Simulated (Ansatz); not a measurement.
## BiIr: relaxation of cell and atoms

Level of theory: DFT, PBE, PAW with Ansatz's default frozen-core files, scalar-relativistic in Ansatz 0.2.0.

Command: `ansatz run input.yaml --threads 1 --pin off --max-ram 2048MiB --backend cpu --events-out ev --progress --plain --runs-dir out` The run took 32 s on 1 thread of Intel(R) Xeon(R) Platinum 8488C (Sapphire Rapids), on a shared host, peak memory 0.46 GiB.

```yaml
crystal:
  lattice:
    - [0.0, 3.2195088072, 3.2195088072]
    - [3.2195088072, 0.0, 3.2195088072]
    - [3.2195088072, 3.2195088072, 0.0]
  atoms:
    - { symbol: Ir, position: [0.0, 0.0, 0.0] }
    - { symbol: Bi, position: [0.25, 0.25, 0.25] }
kpoints:
  mp_grid: { grid: [11, 11, 11] }
scf:
  occupations: { method: fermi_dirac, width: 0.03 }
hamiltonian:
  xc: pbe
  pseudopotentials: { kind: paw }
output:
  forces: true
  stress: true
relax:
  f_tol: 0.005
  max_steps: 80
  cell: {}
```

Spin–orbit coupling is left out, though it moves levels of the heavy atoms by tenths of an eV or more.

The cell is built from the zincblende type as a first guess.

The cutoff is 420 eV; energies and pressures of the walk include the program's estimate of the Pulay term.

Each frame lists the cell vectors (Å), then Cartesian positions (Å); symmetry keeps all forces zero. Free energies count from the first step, -24330.2573 eV.

The walk took 5 evaluations in all; steps that aren't listed are left out.

Step 1: E = 0.0 meV, P = -8.49 GPa

```
cell 0.0000 3.2195 3.2195 3.2195 0.0000 3.2195 3.2195 3.2195 0.0000
Ir    0.0000    0.0000    0.0000
Bi    1.6098    1.6098    1.6098
```

Step 2: E = -280.5 meV, P = 0.38 GPa

```
cell 0.0000 3.0626 3.0626 3.0626 0.0000 3.0626 3.0626 3.0626 0.0000
Ir    0.0000    0.0000    0.0000
Bi    1.5313    1.5313    1.5313
```

(1) How does the relaxation end?

## Answers

(1) It converges, with a = 6.134 Å, b = 6.134 Å, c = 6.134 Å, α = 90.00°, β = 90.00°, γ = 90.00° (conventional cell, space group F-43m). The last solve (on a basis chosen afresh for the final cell, so its energy is not quite comparable) gives E = -278.0 meV, P = 0.01 GPa:
```
cell 0.0000 3.0671 3.0671 3.0671 0.0000 3.0671 3.0671 3.0671 0.0000
Ir    0.0000    0.0000    0.0000
Bi    1.5336    1.5336    1.5336
```
